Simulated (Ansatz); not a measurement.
Ti₂GaC:
```xyz
8
Lattice="3.0445 0.0000 0.0000 -1.5223 2.6366 0.0000 0.0000 0.0000 13.2904" Properties=species:S:1:pos:R:3 pbc="T T T"
Ti     0.0000     1.7578     1.1350
Ti     1.5223     0.8789    12.1555
Ti     1.5223     0.8789     7.7802
Ti     0.0000     1.7578     5.5102
Ga     0.0000     1.7578     9.9678
Ga     1.5223     0.8789     3.3226
C      0.0000     0.0000     6.6452
C      0.0000     0.0000     0.0000
```

Relaxed with PBEsol. Special points in fractions of this cell's reciprocal vectors: Γ (0.000, 0.000, 0.000); M (0.500, 0.000, 0.000); K (0.333, 0.333, 0.000); A (0.000, 0.000, 0.500); L (0.500, 0.000, 0.500); H (0.333, 0.333, 0.500).

Task: List the band energies nearest the Fermi level at these points for PBEsol (plane waves, PAW; program Ansatz).

Result: In eV from the Fermi level; about four levels below and three above (degenerate sets whole), none deeper than 8.9 eV; points with the same levels are listed once.

```
k                                below                          above
-  -----------------------------------  -----------------------------
Γ              -2.36 -2.36 -2.15 -1.16            0.47 0.76 0.88 0.88
M              -1.37 -1.29 -0.78 -0.76                 2.15 2.18 2.50
K              -1.01 -1.01 -0.90 -0.90            0.01 1.24 1.70 1.70
A  -2.37 -2.37 -2.37 -2.37 -1.63 -1.63  0.64 0.64 0.89 0.89 0.89 0.89
L              -1.32 -1.32 -0.77 -0.77            2.33 2.33 2.37 2.37
H              -1.11 -1.11 -0.79 -0.79            0.60 0.60 1.61 1.61
```

Space group P6_3/mmc. The workflow started from a Materials Project entry (that database holds measured and hypothetical structures alike); the Crystallography Open Database copy checked does not list it. Its standing as an ambient phase is unchecked. The PBEsol relaxation kept the symmetry of its start; its stability against distortions is not shown here. No spin polarisation was allowed. Spin–orbit coupling is left out wherever it is not named.

Potentials: the later of the program's two PAW sets.
